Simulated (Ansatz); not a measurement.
Relaxed-ion elastic tensor of VRu (CsCl type, space group No. 221) in GPa (Voigt order), the program Ansatz at the PBEsol level (PAW); density 9.62 g/cm³, 13.11 Å³ per atom.

```
350  236  236  0.0  0.0  0.0
236  350  236  0.0  0.0  0.0
236  236  350  0.0  0.0  0.0
0.0  0.0  0.0  108  0.0  0.0
0.0  0.0  0.0  0.0  108  0.0
0.0  0.0  0.0  0.0  0.0  108
```

Problem. Is the crystal mechanically stable?

Solution. Yes: the smallest eigenvalue of C is 108 GPa.

Problem. Work out the Voigt, Reuss and Hill averages.

Solution. K_V = 274, K_R = 274, K_H = 274; G_V = 87.7, G_R = 79.6, G_H = 83.6 GPa.

Problem. Give Young's modulus, Poisson's ratio, Pugh's ratio and the universal anisotropy index.

Solution. E = 9KG/(3K + G) = 228 GPa; ν = 0.36; K/G = 3.27 (ductile by the Pugh limit of 1.75); A_U = 5G_V/G_R + K_V/K_R − 6 = 0.50.

Problem. Estimate the sound speeds and the Debye temperature.

Solution. v_l = √((K + 4G/3)/ρ) = 6330 m/s, v_t = √(G/ρ) = 2950 m/s, mean 3320 m/s; Θ = (h/k)(3n/4πV)^(1/3) v_m = 419 K.

Problem. Give the Zener ratio and Young's modulus along [100], [110] and [111].

Solution. A = 2C44/(C11 − C12) = 1.89; 1/E = S11 − 2(S11 − S12 − S44/2)Γ with Γ = 0, 1/4, 1/3 gives 160, 239, 286 GPa.

Space group Pm-3m (CsCl type). The workflow started from an entry of the Crystallography Open Database (COD), which files this formula under 2 space groups. Its standing as an ambient phase is unchecked. Symmetry was held in the PBEsol relaxation; its stability against distortions is not shown here. Magnetic state: ferromagnetic, the only order run, not a proven ground state. As this level gives no gap, shear constants depend on the k-mesh and smearing (Fermi–Dirac, 0.1 eV here).

Potentials: the later of the program's two PAW sets.
